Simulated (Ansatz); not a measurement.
The following input was run with Ansatz 0.2.0.

```yaml
crystal:
  lattice:
    - [4.4959851922, 0.0, 0.0]
    - [0.0, 8.8929105649, 0.0]
    - [0.0, 0.0, 8.8116949473]
  atoms:
    - { symbol: K, position: [0.0, 0.0, 0.99945533] }
    - { symbol: Mg, position: [0.0, 0.0, 0.4992559] }
    - { symbol: Mg, position: [0.0, 0.5, 0.49813925] }
    - { symbol: Mg, position: [0.5, 0.23870114, 0.99951433] }
    - { symbol: Mg, position: [0.5, 0.76129886, 0.99951433] }
    - { symbol: Mg, position: [0.5, 0.24825388, 0.5006442] }
    - { symbol: Mg, position: [0.5, 0.75174612, 0.5006442] }
    - { symbol: Mg, position: [0.5, 0.0, 0.74604356] }
    - { symbol: Mg, position: [0.5, 0.5, 0.74657697] }
    - { symbol: Mg, position: [0.5, 0.0, 0.25329434] }
    - { symbol: Mg, position: [0.5, 0.5, 0.25555237] }
    - { symbol: Mg, position: [0.0, 0.24061168, 0.74054898] }
    - { symbol: Mg, position: [0.0, 0.75938832, 0.74054898] }
    - { symbol: Mg, position: [0.0, 0.24500075, 0.25818843] }
    - { symbol: Mg, position: [0.0, 0.75499925, 0.25818843] }
    - { symbol: Hf, position: [0.0, 0.5, 0.9910488] }
    - { symbol: O, position: [0.0, 0.0, 0.72375493] }
    - { symbol: O, position: [0.0, 0.0, 0.27510091] }
    - { symbol: O, position: [0.0, 0.5, 0.25462102] }
    - { symbol: O, position: [0.5, 0.24324694, 0.74999731] }
    - { symbol: O, position: [0.5, 0.75675306, 0.74999731] }
    - { symbol: O, position: [0.5, 0.25032021, 0.24968928] }
    - { symbol: O, position: [0.5, 0.74967979, 0.24968928] }
    - { symbol: O, position: [0.5, 0.0, 0.00206522] }
    - { symbol: O, position: [0.5, 0.5, 0.00548048] }
    - { symbol: O, position: [0.5, 0.0, 0.4987698] }
    - { symbol: O, position: [0.5, 0.5, 0.49937529] }
    - { symbol: O, position: [0.0, 0.27060404, 0.00228963] }
    - { symbol: O, position: [0.0, 0.72939596, 0.00228963] }
    - { symbol: O, position: [0.0, 0.25729851, 0.49986076] }
    - { symbol: O, position: [0.0, 0.74270149, 0.49986076] }
basis:
  ecutwfc: 420
kpoints:
  mp_grid: { grid: [8, 4, 4] }
hamiltonian:
  xc: pbe
scf:
  occupations: { method: gaussian, width: 0.1 }
output:
  forces: true
  stress: true
  eigenvalues: true
  write_density: true
  write_potential: true
  elf: true
  volumetric_format: npy
```

Command:
```bash
ansatz run input.yaml --threads 4 --pin off --max-ram 7168MiB --backend cpu --events-out ev --progress --plain --runs-dir out
```

Computed with Ansatz 0.2.0, DFT PBE, scalar-relativistic, plane waves, PAW.

Part of what the program printed, abridged (iterations and final results):

```
SCF iter   1: F=—  HF=-52740.495689 eV  |F-HF|=—  |Δ(HF+E_count)|=         —  Δρ=1.04e-2  dr2=1.03e0  ethr=1.77e-3  ⟨swp⟩=5.6  Hψ=30269  notcnv=0  defer=247
SCF iter   2: F=—  HF=-52740.366213 eV  |F-HF|=—  |Δ(HF+E_count)|=   1.29e-1  Δρ=5.93e-3  dr2=4.66e-1  ethr=3.90e-4  ⟨swp⟩=2.0  Hψ=8740  notcnv=0  defer=485
SCF iter   3: F=—  HF=-52740.295830 eV  |F-HF|=—  |Δ(HF+E_count)|=   7.04e-2  Δρ=3.43e-3  dr2=1.50e-1  ethr=1.76e-4  ⟨swp⟩=2.0  Hψ=11822  notcnv=0  defer=485
SCF iter   4: F=—  HF=-52740.263598 eV  |F-HF|=—  |Δ(HF+E_count)|=   3.22e-2  Δρ=1.69e-3  dr2=5.06e-2  ethr=5.65e-5  ⟨swp⟩=2.0  Hψ=14000  notcnv=0  defer=1096
SCF iter   5: F=—  HF=-52740.255557 eV  |F-HF|=—  |Δ(HF+E_count)|=   8.04e-3  Δρ=1.13e-3  dr2=2.25e-2  ethr=1.91e-5  ⟨swp⟩=2.0  Hψ=9593  notcnv=0  defer=1096
SCF iter   6: F=—  HF=-52740.249548 eV  |F-HF|=—  |Δ(HF+E_count)|=   6.01e-3  Δρ=5.66e-4  dr2=6.44e-3  ethr=8.47e-6  ⟨swp⟩=2.0  Hψ=11574  notcnv=0  defer=1096
SCF iter   7: F=—  HF=-52740.248256 eV  |F-HF|=—  |Δ(HF+E_count)|=   1.29e-3  Δρ=3.81e-4  dr2=1.75e-3  ethr=2.43e-6  ⟨swp⟩=2.0  Hψ=11704  notcnv=0  defer=1105
SCF iter   8: F=—  HF=-52740.247868 eV  |F-HF|=—  |Δ(HF+E_count)|=   3.88e-4  Δρ=3.35e-4  dr2=6.39e-4  ethr=6.62e-7  ⟨swp⟩=2.0  Hψ=9340  notcnv=0  defer=1105
SCF iter   9: F=—  HF=-52740.247753 eV  |F-HF|=—  |Δ(HF+E_count)|=   1.15e-4  Δρ=1.38e-4  dr2=2.38e-4  ethr=2.41e-7  ⟨swp⟩=2.0  Hψ=11722  notcnv=0  defer=1107
SCF iter  10: F=—  HF=-52740.247682 eV  |F-HF|=—  |Δ(HF+E_count)|=   7.11e-5  Δρ=6.25e-5  dr2=5.00e-5  ethr=9.00e-8  ⟨swp⟩=2.0  Hψ=11625  notcnv=0  defer=1107
SCF iter  11: F=—  HF=-52740.247945 eV  |F-HF|=—  |Δ(HF+E_count)|=   2.63e-4  Δρ=5.36e-5  dr2=1.60e-5  ethr=1.89e-8  ⟨swp⟩=2.0  Hψ=13155  notcnv=0  defer=1121
SCF iter  12: F=—  HF=-52740.247944 eV  |F-HF|=—  |Δ(HF+E_count)|=   1.29e-6  Δρ=4.25e-5  dr2=8.57e-6  ethr=6.02e-9  ⟨swp⟩=2.0  Hψ=11578  notcnv=0  defer=1121
SCF iter  13: F=—  HF=-52740.247942 eV  |F-HF|=—  |Δ(HF+E_count)|=   1.84e-6  Δρ=1.70e-5  dr2=1.84e-6  ethr=3.23e-9  ⟨swp⟩=2.0  Hψ=9378  notcnv=0  defer=1121
SCF iter  14: F=—  HF=-52740.247942 eV  |F-HF|=—  |Δ(HF+E_count)|=   2.02e-7  Δρ=9.91e-6  dr2=8.71e-7  ethr=6.94e-10  ⟨swp⟩=2.0  Hψ=11579  notcnv=0  defer=1121
SCF iter  15: F=—  HF=-52740.247942 eV  |F-HF|=—  |Δ(HF+E_count)|=   1.74e-7  Δρ=4.56e-6  dr2=2.72e-7  ethr=3.29e-10  ⟨swp⟩=2.0  Hψ=8747  notcnv=0  defer=1121
SCF iter  16: F=—  HF=-52740.247942 eV  |F-HF|=—  |Δ(HF+E_count)|=   4.22e-8  Δρ=3.12e-6  dr2=1.20e-7  ethr=3.77e-11  ⟨swp⟩=15.0  Hψ=54388  notcnv=0
SCF iter  17: F=-52740.247942 eV  HF=-52740.247942 eV  |F-HF|=2.80e-8  |Δ(HF+E_count)|=   2.51e-8  Δρ=1.42e-6  dr2=2.77e-8  ethr=3.77e-11  ⟨swp⟩=7.0  Hψ=38815  notcnv=0
SCF 1 converged in 17 iterations: F = -52740.247942 eV  dr2 = 2.77e-8
SCF converged after 17 iterations
Free energy (F): -52740.247942 eV
Harris-Foulkes:  -52740.247942 eV  (|F-HF|=2.80e-8)
Internal energy: -52740.232778 eV  (E = F + TS)
E sigma→0 (E₀):  -52740.240360 eV
Entropy (-TS):   -0.015164 eV (-0.489 meV/atom)
Fermi energy:    11.313321 eV
--- Per-component energies (eV) ---
  E_band       = -4623.819115
  E_kinetic    = 4394.269247
  E_local      = -31320.952227  (includes V_loc(G=0)·N_el)
  E_nonlocal   = 815.797698
  E_hartree    = 11706.857883
  E_xc         = -1968.697043
  E_vxc        = -2394.869374  (∫ρ·V_xc dr)
  E_paw        = -14172.883741  (= ΣΔE_a)
  E_vpaw       = 468.181764  (= ΣTr[D̂ρ^β])
  E_aug_tail   = 0.036384  (compensation charges beyond the density's cutoff)
  E_ewald      = -22194.660980
  E_smearing   = -0.015164  (= −TS)
--- Forces (eV/Å), atoms counted from 1 ---
  atom   1  K      0.00000000     0.00000000    -0.01509595
  atom   2  Mg     0.00000000     0.00000000    -0.03382995
  atom   3  Mg     0.00000000     0.00000000    -0.17727227
  atom   4  Mg     0.00000000    -0.13622278     0.02223505
  atom   5  Mg     0.00000000     0.13622278     0.02223505
  atom   6  Mg     0.00000000    -0.03643303    -0.01472375
  atom   7  Mg     0.00000000     0.03643303    -0.01472375
  atom   8  Mg     0.00000000     0.00000000    -0.10731963
  atom   9  Mg     0.00000000     0.00000000    -0.03904498
  atom  10  Mg     0.00000000     0.00000000     0.07087199
  atom  11  Mg     0.00000000     0.00000000     0.06170258
  atom  12  Mg     0.00000000    -0.18302730    -0.11688556
  atom  13  Mg     0.00000000     0.18302730    -0.11688556
  atom  14  Mg     0.00000000    -0.03031020     0.09557046
  atom  15  Mg     0.00000000     0.03031020     0.09557046
  atom  16  Hf     0.00000000     0.00000000     0.23686974
  atom  17  O      0.00000000     0.00000000    -0.12590876
  atom  18  O      0.00000000     0.00000000     0.13316510
  atom  19  O      0.00000000     0.00000000    -0.08416723
  atom  20  O      0.00000000    -0.00826232     0.02596947
  atom  21  O      0.00000000     0.00826232     0.02596947
  atom  22  O      0.00000000     0.04176481    -0.01861995
  atom  23  O      0.00000000    -0.04176481    -0.01861995
  atom  24  O      0.00000000     0.00000000     0.04886098
  atom  25  O      0.00000000     0.00000000    -0.05018713
  atom  26  O      0.00000000     0.00000000    -0.01560282
  atom  27  O      0.00000000     0.00000000     0.03361176
  atom  28  O      0.00000000     0.34978939     0.01690200
  atom  29  O      0.00000000    -0.34978939     0.01690200
  atom  30  O      0.00000000     0.06825240     0.02121262
  atom  31  O      0.00000000    -0.06825240     0.02121262
--- Stress (GPa, compression-positive) ---
       -5.383736       0.000000       0.000000
        0.000000      -5.984408       0.000000
        0.000000       0.000000      -5.694142
  P = ⅓ Tr σ = -5.6874 GPa (-56.874 kbar)
--- Band table (eV; the first three rows and the last of 45) ---
  k-point 0: bands = ["-66.0409", "-66.0409", "-65.9217", "-65.9216", "-65.9102", "-65.8740", "-65.8739", "-65.8274", "-65.8273", "-65.7599", "-65.6248", "-65.5449", "-65.4841", "-64.8892", "-52.2101", "-32.8260", "-32.8259", "-32.7887", "-32.7877", "-32.7791", "-32.7791", "-32.6867", "-32.6866", "-32.6850", "-32.6804", "-32.6735", "-32.6711", "-32.6697", "-32.6674", "-32.6569", "-32.6437", "-32.6436", "-32.6270", "-32.6267", "-32.6236", "-32.6232", "-32.5919", "-32.5914", "-32.5816", "-32.5815", "-32.5783", "-32.5780", "-32.5380", "-32.5194", "-32.4924", "-32.3850", "-32.3831", "-32.3712", "-32.3161", "-32.3062", "-32.2831", "-32.2499", "-32.2418", "-32.2331", "-31.6966", "-31.6651", "-31.5 ...
  k-point 1: bands = ["-66.0409", "-66.0409", "-65.9217", "-65.9216", "-65.9102", "-65.8740", "-65.8739", "-65.8274", "-65.8273", "-65.7599", "-65.6248", "-65.5449", "-65.4841", "-64.8892", "-52.2101", "-32.8260", "-32.8259", "-32.7887", "-32.7877", "-32.7791", "-32.7791", "-32.6867", "-32.6866", "-32.6850", "-32.6804", "-32.6735", "-32.6711", "-32.6697", "-32.6674", "-32.6569", "-32.6437", "-32.6436", "-32.6270", "-32.6267", "-32.6236", "-32.6232", "-32.5919", "-32.5914", "-32.5816", "-32.5815", "-32.5783", "-32.5780", "-32.5380", "-32.5194", "-32.4924", "-32.3850", "-32.3831", "-32.3712", "-32.3161", "-32.3062", "-32.2831", "-32.2499", "-32.2418", "-32.2331", "-31.6966", "-31.6651", "-31.5 ...
  k-point 2: bands = ["-66.0409", "-66.0409", "-65.9217", "-65.9216", "-65.9102", "-65.8740", "-65.8739", "-65.8274", "-65.8273", "-65.7599", "-65.6248", "-65.5449", "-65.4841", "-64.8892", "-52.2101", "-32.8260", "-32.8259", "-32.7887", "-32.7877", "-32.7791", "-32.7791", "-32.6867", "-32.6866", "-32.6850", "-32.6804", "-32.6735", "-32.6711", "-32.6697", "-32.6674", "-32.6569", "-32.6437", "-32.6436", "-32.6270", "-32.6267", "-32.6236", "-32.6232", "-32.5919", "-32.5914", "-32.5816", "-32.5815", "-32.5783", "-32.5780", "-32.5380", "-32.5194", "-32.4924", "-32.3850", "-32.3831", "-32.3712", "-32.3161", "-32.3062", "-32.2831", "-32.2499", "-32.2418", "-32.2331", "-31.6966", "-31.6651", "-31.5 ...
  k-point 44: bands = ["-66.0409", "-66.0409", "-65.9216", "-65.9216", "-65.9103", "-65.8739", "-65.8739", "-65.8274", "-65.8274", "-65.7599", "-65.6248", "-65.5449", "-65.4841", "-64.8892", "-52.2100", "-32.8269", "-32.8268", "-32.7884", "-32.7879", "-32.7793", "-32.7793", "-32.6884", "-32.6869", "-32.6836", "-32.6813", "-32.6809", "-32.6696", "-32.6678", "-32.6654", "-32.6566", "-32.6444", "-32.6440", "-32.6277", "-32.6277", "-32.6240", "-32.6235", "-32.5920", "-32.5916", "-32.5808", "-32.5805", "-32.5786", "-32.5780", "-32.5378", "-32.5194", "-32.4921", "-32.3849", "-32.3830", "-32.3713", "-32.3160", "-32.3068", "-32.2831", "-32.2505", "-32.2417", "-32.2331", "-31.6965", "-31.6658", "-31. ...
```

The run converged.

It took 5 min on 4 threads of Arm Neoverse N1, on a shared host, peak memory 2.4 GiB.

Spin–orbit coupling is left out, which can shift energies with elements as heavy as these. Spin polarisation was left out, and a magnetic state may lie lower.